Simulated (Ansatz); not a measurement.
GdGe2 (AlB2-type structure)

Level of theory: DFT, PBEsol, scalar-relativistic, collinear spin; plane waves to 420 eV with PAW datasets (Ansatz 0.2.0), 10×10×8 k-mesh, Gaussian smearing of 0.05 eV; PAW files: Ansatz's generated set soft_2.

```cif
data_structure
_symmetry_space_group_name_H-M 'P 1'
_symmetry_Int_Tables_number 1
_cell_length_a 4.3404
_cell_length_b 4.3404
_cell_length_c 3.8892
_cell_angle_alpha 90.000
_cell_angle_beta 90.000
_cell_angle_gamma 120.000
_cell_volume 63.45
loop_
_atom_site_label
_atom_site_type_symbol
_atom_site_fract_x
_atom_site_fract_y
_atom_site_fract_z
_atom_site_occupancy
Gd1 Gd 0.00000 0.00000 0.00000 1
Ge1 Ge 0.33333 0.66667 0.50000 1
Ge2 Ge 0.66667 0.33333 0.50000 1
```

The start was a prototype's sites filled with these elements, not a measured cell.

Magnetic state: ferromagnetic, site spin moments Gd 6.92 μB.

The cell above was scaled in volume, and shape and atoms were relaxed at each volume within its symmetry. Energies are counted from the cell above.

The cell is relaxed to zero pressure at this level.

```
V (Å³/atom)  ΔE (meV/atom)  P (GPa)  largest moment (μB)
      20.31            7.5      3.0                 6.91
      20.73            1.8      1.4                 6.91
      21.15            0.0      0.0                 6.92
      21.57            1.7     -1.3                 6.93
      22.00            6.7     -2.5                 6.93
```

(1) What do the points give for the equilibrium volume, the bulk modulus and its pressure derivative (third-order Birch–Murnaghan)?

Answer:

(1) V0 = 21.15 Å³/atom, B0 = 67 GPa, B0′ isn't fixed: the energies give 3.2, and a fit of the pressures differs by over 0.35.

B0·V0 = 67.1 GPa × 21.15 Å³ = 8.86 eV/atom sets the scale: near the minimum ΔE ≈ ½ B0 V0 x², with x = V/V0 − 1, and a pressure of 0.7 GPa squeezes the volume by about 1 %. At the ends of the curve: x = −4.0 % predicts 7.1 meV/atom and the run gives 7.5; x = +4.0 % predicts 7.1 meV/atom and the run gives 6.7. Compression costs more and expansion less than the parabola says, since the crystal stiffens as it shrinks; B0′ measures that.

Without a U the 4f levels of Gd lie too near the Fermi level, so their share of the states there, and what hangs on it, is overstated. For elements this heavy, spin–orbit coupling would shift levels and gaps; it isn't included here. The run wasn't fully tested for a lower electronic state. Site moments are of spin, integrated over atomic spheres. Only parallel moments were tried, so the real magnetic order may be another. The run is a metal.
